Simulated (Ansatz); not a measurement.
Y2C:
```xyz
3
Lattice="3.5975 0.0000 0.0000 -1.7988 3.1156 0.0000 0.0000 0.0000 6.2442" Properties=species:S:1:pos:R:3 pbc="T T T"
C      0.0000     0.0000     0.0000
Y      0.0000     2.0770     1.3510
Y      1.7988     1.0385     4.8932
```

Relaxed with r²SCAN. Special points in fractions of this cell's reciprocal vectors: Γ (0.000, 0.000, 0.000); M (0.500, 0.000, 0.000); K (0.333, 0.333, 0.000); A (0.000, 0.000, 0.500); L (0.500, 0.000, 0.500); H (0.333, 0.333, 0.500).

Problem. List the band energies nearest the Fermi level at these points for plane-wave PAW r²SCAN (Ansatz code).

Solution. In eV from the Fermi level; about four levels below and three above (degenerate sets whole), none deeper than 8.9 eV; points with the same levels are listed once.

```tsv
k	below	above
Γ	-3.73 -2.39 -1.64 -1.64	2.05 2.40 2.40
M	-3.40 -1.83 -1.58 -0.67	0.01 0.56 4.33
K	-2.44 -2.44 -1.68 -0.08	0.24 0.24 3.71 3.71
A	-4.33 -1.67 -1.67 -1.19	0.87 2.16 2.16
L	-3.40 -1.89 -1.50 -0.18	0.11 0.30 3.46
H	-2.58 -2.58 -1.81	0.59 0.59 0.83
```

Space group P-3m1 (anti-CdI2 type). A made-up cell: these elements were put on the sites of a structure type; neither database checked (COD, Materials Project) lists it. COD files the formula under space group No. 166. Whether it is the stable phase at ambient conditions was not checked. Symmetry was held in the r²SCAN relaxation; its stability against distortions is not shown here. The run is not spin-polarised. Scalar-relativistic: spin–orbit coupling is off unless named, which matters more the heavier the elements.

Potentials: the earlier of the program's two PAW sets.
